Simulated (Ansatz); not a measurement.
Hf₃Si₂:
Space group P4/mbm (No. 127); a = 6.995 Å, b = 6.995 Å, c = 3.668 Å, α = 90.00°, β = 90.00°, γ = 90.00°

```json
[
 {"atom": "Hf", "site": "4h", "symmetry": "m.2m", "x": "0.3269", "y": "0.1731", "z": "0.5000"},
 {"atom": "Hf", "site": "2a", "symmetry": "4/m..", "x": "0.0000", "y": "0.0000", "z": "0.0000"},
 {"atom": "Si", "site": "4g", "symmetry": "m.2m", "x": "0.1237", "y": "0.3763", "z": "0.0000"}
]
```

Relaxed with r²SCAN.

### Question
Which orbitals make up the states near the Fermi level in the program Ansatz at the r²SCAN level (PAW)?

### Answer
Within 0.5 eV of the Fermi level: Hf 5d 83 %, Si 3p 8 %, outside the projected shells 5 %. Projections are on Löwdin-orthogonalised atomic valence shells; empty p or d shells of many metals are not among them.

### Question
Tabulate the density of states.

### Answer
States/eV per cell of 10 atoms, in 0.25 eV bins, energy from the Fermi level.

| E (eV) | total | Hf 5d | Si 3p | Hf 6s |
|---|---|---|---|---|
| -7.85 | 2.55 | 0.54 | 0.37 | 0.42 |
| -7.60 | 4.79 | 1.24 | 0.59 | 0.53 |
| -7.35 | 3.70 | 1.19 | 0.45 | 0.31 |
| -7.10 | 2.16 | 0.72 | 0.26 | 0.13 |
| -6.85 | 0.78 | 0.25 | 0.09 | 0.03 |
| -6.60 | 0.11 | 0.03 | 0.01 | 0.00 |
| -6.35 | 0.00 | 0.00 | 0.00 | 0.00 |
| -6.10 | 0.30 | 0.06 | 0.16 | 0.07 |
| -5.85 | 1.67 | 0.41 | 0.81 | 0.34 |
| -5.60 | 2.30 | 0.60 | 1.10 | 0.42 |
| -5.35 | 2.97 | 0.83 | 1.41 | 0.49 |
| -5.10 | 4.16 | 1.21 | 1.98 | 0.65 |
| -4.85 | 3.01 | 0.92 | 1.41 | 0.44 |
| -4.60 | 1.69 | 0.56 | 0.77 | 0.25 |
| -4.35 | 3.05 | 0.98 | 1.37 | 0.45 |
| -4.10 | 4.52 | 1.44 | 2.21 | 0.48 |
| -3.85 | 4.34 | 1.41 | 2.13 | 0.41 |
| -3.60 | 4.04 | 1.45 | 1.92 | 0.38 |
| -3.35 | 5.62 | 2.04 | 2.75 | 0.49 |
| -3.10 | 6.36 | 2.43 | 3.19 | 0.40 |
| -2.85 | 6.50 | 2.59 | 3.42 | 0.21 |
| -2.60 | 7.02 | 2.87 | 3.62 | 0.22 |
| -2.35 | 7.06 | 3.53 | 3.00 | 0.22 |
| -2.10 | 7.73 | 4.08 | 3.17 | 0.19 |
| -1.85 | 5.54 | 3.30 | 1.89 | 0.16 |
| -1.60 | 5.77 | 3.81 | 1.42 | 0.32 |
| -1.35 | 8.35 | 6.11 | 1.24 | 0.61 |
| -1.10 | 8.51 | 6.49 | 1.34 | 0.30 |
| -0.85 | 6.34 | 4.95 | 0.94 | 0.15 |
| -0.60 | 5.81 | 4.82 | 0.62 | 0.09 |
| -0.35 | 8.45 | 6.88 | 0.70 | 0.30 |
| -0.10 | 7.42 | 5.97 | 0.66 | 0.23 |
| 0.15 | 4.97 | 4.24 | 0.32 | 0.10 |
| 0.40 | 3.83 | 3.29 | 0.29 | 0.05 |
| 0.65 | 2.95 | 2.45 | 0.29 | 0.04 |
| 0.90 | 2.29 | 1.88 | 0.23 | 0.03 |
| 1.15 | 1.77 | 1.49 | 0.15 | 0.02 |
| 1.40 | 3.82 | 3.11 | 0.37 | 0.09 |
| 1.65 | 5.86 | 4.71 | 0.56 | 0.17 |
| 1.90 | 5.72 | 4.58 | 0.50 | 0.18 |
| 2.15 | 6.86 | 5.36 | 0.54 | 0.26 |
| 2.40 | 6.17 | 4.70 | 0.50 | 0.30 |
| 2.65 | 5.91 | 4.50 | 0.44 | 0.36 |
| 2.90 | 5.74 | 4.23 | 0.51 | 0.34 |
| 3.15 | 6.00 | 4.38 | 0.56 | 0.34 |
| 3.40 | 7.46 | 5.41 | 0.72 | 0.49 |
| 3.65 | 8.72 | 6.58 | 0.75 | 0.55 |
| 3.90 | 10.42 | 7.87 | 0.88 | 0.63 |
| 4.15 | 10.48 | 7.98 | 0.78 | 0.64 |
| 4.40 | 9.93 | 7.49 | 0.75 | 0.69 |
| 4.65 | 10.45 | 7.60 | 0.94 | 0.67 |

The workflow started from a Materials Project entry (that database holds measured and hypothetical structures alike); the Crystallography Open Database copy checked does not list it. Its standing as an ambient phase is unchecked. The r²SCAN relaxation kept the symmetry of its start; whether a distortion lowers the energy is not shown. No spin polarisation was allowed. Scalar-relativistic: spin–orbit coupling is off unless named, which matters more the heavier the elements.

Potentials: the later of the program's two PAW sets.
